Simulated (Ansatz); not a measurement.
Relaxation of a generated cell, Sb placed in the graphite structure type; 4 atoms in the cell, which starts as P6₃/mmc (No. 194), hP4; a = b = 4.8151 Å, c = 13.1145 Å, α = β = 90.00°, γ = 120.00°. The numbers are results of r2SCAN (plane waves to 500 eV, PAW, scalar-relativistic; Ansatz, a first-principles code), not measurements. Γ-centred k-mesh 8×8×3 on the run's cell (coarser than for final values), Fermi–Dirac smearing 0.05 eV. This is the first round of the run. 

The optimiser's lines from the output (shortened; P is positive under compression):

```
relax step   1: F+E_penalty+E_count = -25993.75711456 eV  Δ(F+E_penalty+E_count) = +0.000e0 eV  max|allowed force component| = 6.291e-16 eV/Å  Δτ_max = 0.0000 Å  P = +2.471 GPa  Ω = 263.326 Å³  (7 SCF iters, dr2 threshold 1.00e-7 eV, accepted)
relax step   2: F+E_penalty+E_count = -25993.93744113 eV  Δ(F+E_penalty+E_count) = -1.803e-1 eV  max|allowed force component| = 5.921e-16 eV/Å  Δτ_max = 0.0000 Å  P = -0.744 GPa  Ω = 288.655 Å³  (6 SCF iters, dr2 threshold 4.00e-7 eV, accepted)
relax step   3: F+E_penalty+E_count = -25993.96234463 eV  Δ(F+E_penalty+E_count) = -2.490e-2 eV  max|allowed force component| = 6.106e-16 eV/Å  Δτ_max = 0.0000 Å  P = -0.162 GPa  Ω = 281.576 Å³  (6 SCF iters, dr2 threshold 4.00e-7 eV, accepted)
relax step   4: F+E_penalty+E_count = -25993.96423526 eV  Δ(F+E_penalty+E_count) = -1.891e-3 eV  max|allowed force component| = 2.405e-16 eV/Å  Δτ_max = 0.0000 Å  P = -0.015 GPa  Ω = 278.610 Å³  (5 SCF iters, dr2 threshold 8.81e-8 eV, accepted)
relax step   5: F+E_penalty+E_count = -25993.97743981 eV  Δ(F+E_penalty+E_count) = -1.320e-2 eV  max|allowed force component| = 1.258e-15 eV/Å  Δτ_max = 0.0000 Å  P = -0.057 GPa  Ω = 264.895 Å³  (6 SCF iters, dr2 threshold 3.32e-8 eV, accepted)
relax step   6: F+E_penalty+E_count = -25993.99722723 eV  Δ(F+E_penalty+E_count) = -1.979e-2 eV  max|allowed force component| = 2.220e-15 eV/Å  Δτ_max = 0.0000 Å  P = -0.113 GPa  Ω = 251.338 Å³  (6 SCF iters, dr2 threshold 8.01e-8 eV, accepted)
relax step   7: F+E_penalty+E_count = -25994.02681080 eV  Δ(F+E_penalty+E_count) = -2.958e-2 eV  max|allowed force component| = 2.776e-16 eV/Å  Δτ_max = 0.0000 Å  P = -0.162 GPa  Ω = 237.604 Å³  (6 SCF iters, dr2 threshold 1.87e-7 eV, accepted)
relax step   8: F+E_penalty+E_count = -25994.06974866 eV  Δ(F+E_penalty+E_count) = -4.294e-2 eV  max|allowed force component| = 6.476e-16 eV/Å  Δτ_max = 0.0000 Å  P = -0.202 GPa  Ω = 223.719 Å³  (6 SCF iters, dr2 threshold 4.00e-7 eV, accepted)
relax step   9: F+E_penalty+E_count = -25994.13131029 eV  Δ(F+E_penalty+E_count) = -6.156e-2 eV  max|allowed force component| = 1.184e-15 eV/Å  Δτ_max = 0.0000 Å  P = -0.258 GPa  Ω = 209.830 Å³  (6 SCF iters, dr2 threshold 4.00e-7 eV, accepted)
relax step  10: F+E_penalty+E_count = -25994.22511611 eV  Δ(F+E_penalty+E_count) = -9.381e-2 eV  max|allowed force component| = 1.332e-15 eV/Å  Δτ_max = 0.0000 Å  P = -0.363 GPa  Ω = 195.828 Å³  (5 SCF iters, dr2 threshold 4.00e-7 eV, accepted)
relax step  11: F+E_penalty+E_count = -25994.34437060 eV  Δ(F+E_penalty+E_count) = -1.193e-1 eV  max|allowed force component| = 1.702e-15 eV/Å  Δτ_max = 0.0000 Å  P = -0.465 GPa  Ω = 182.234 Å³  (5 SCF iters, dr2 threshold 4.00e-7 eV, accepted)
relax step  12: F+E_penalty+E_count = -25994.49630424 eV  Δ(F+E_penalty+E_count) = -1.519e-1 eV  max|allowed force component| = 5.921e-16 eV/Å  Δτ_max = 0.0000 Å  P = -0.507 GPa  Ω = 168.677 Å³  (6 SCF iters, dr2 threshold 4.00e-7 eV, accepted)
relax step  13: F+E_penalty+E_count = -25994.69928126 eV  Δ(F+E_penalty+E_count) = -2.030e-1 eV  max|allowed force component| = 6.014e-16 eV/Å  Δτ_max = 0.0000 Å  P = +0.067 GPa  Ω = 154.358 Å³  (6 SCF iters, dr2 threshold 4.00e-7 eV, accepted)
relax step  14: F+E_penalty+E_count = -25994.95629231 eV  Δ(F+E_penalty+E_count) = -2.570e-1 eV  max|allowed force component| = 5.921e-16 eV/Å  Δτ_max = 0.0000 Å  P = +1.162 GPa  Ω = 140.698 Å³  (6 SCF iters, dr2 threshold 4.00e-7 eV, accepted)
relax step  15: F+E_penalty+E_count = -25995.09823764 eV  Δ(F+E_penalty+E_count) = -1.419e-1 eV  max|allowed force component| = 4.348e-16 eV/Å  Δτ_max = 0.0000 Å  P = +2.613 GPa  Ω = 130.031 Å³  (6 SCF iters, dr2 threshold 4.00e-7 eV, accepted)
relax step  16: F+E_penalty+E_count = -25995.15265038 eV  Δ(F+E_penalty+E_count) = -5.441e-2 eV  max|allowed force component| = 3.146e-16 eV/Å  Δτ_max = 0.0000 Å  P = +0.492 GPa  Ω = 135.253 Å³  (6 SCF iters, dr2 threshold 4.00e-7 eV, accepted)
relax step  17: F+E_penalty+E_count = -25995.15479330 eV  Δ(F+E_penalty+E_count) = -2.143e-3 eV  max|allowed force component| = 1.573e-16 eV/Å  Δτ_max = 0.0000 Å  P = -0.018 GPa  Ω = 136.785 Å³  (5 SCF iters, dr2 threshold 4.00e-7 eV, accepted)
relax step  18: F+E_penalty+E_count = -25995.15480119 eV  Δ(F+E_penalty+E_count) = -7.892e-6 eV  max|allowed force component| = 3.053e-16 eV/Å  Δτ_max = 0.0000 Å  P = +0.000 GPa  Ω = 136.722 Å³  (4 SCF iters, dr2 threshold 1.05e-9 eV, accepted)
relax step  19: F+E_penalty+E_count = -25995.15394741 eV  Δ(F+E_penalty+E_count) = +8.538e-4 eV  max|allowed force component| = 2.683e-16 eV/Å  Δτ_max = 0.0000 Å  P = -0.001 GPa  Ω = 136.722 Å³  stress off target by 8.36e-3 GPa  SCF on the basis re-selected at this cell (its energy is not comparable with the rows above)  (6 SCF iters)
```

From the first to the last row the energy changes by -0.35 eV/atom and the volume by -48.1 %. The last row is marked as not comparable with the walk above it, whose basis was carried along; it does compare with step 1, since both stand on a basis selected at the nominal cutoff for their own cell.

Later rounds, restarted from the end of this one on a renewed k-mesh, logged 9 more steps. The final structure after all rounds: P6₃/mmc (No. 194), hP4; a = b = 5.1083 Å, c = 6.0826 Å, α = β = 90.00°, γ = 120.00°. Between re-selections the logged energies stand on a plane-wave basis carried along with the cell. No spin polarisation in the result.

The run could not lower the symmetry of its start; a shaken copy of this end point relaxes with r2SCAN to R-3m (No. 166), 0.42 eV/atom lower.

The relaxed structure here is a generated cell of Sb: the first start was made by placing the elements on the sites of a structure type, and the end was not matched to a known phase here, so it may be hypothetical. Known forms of Sb include space group No. 166.
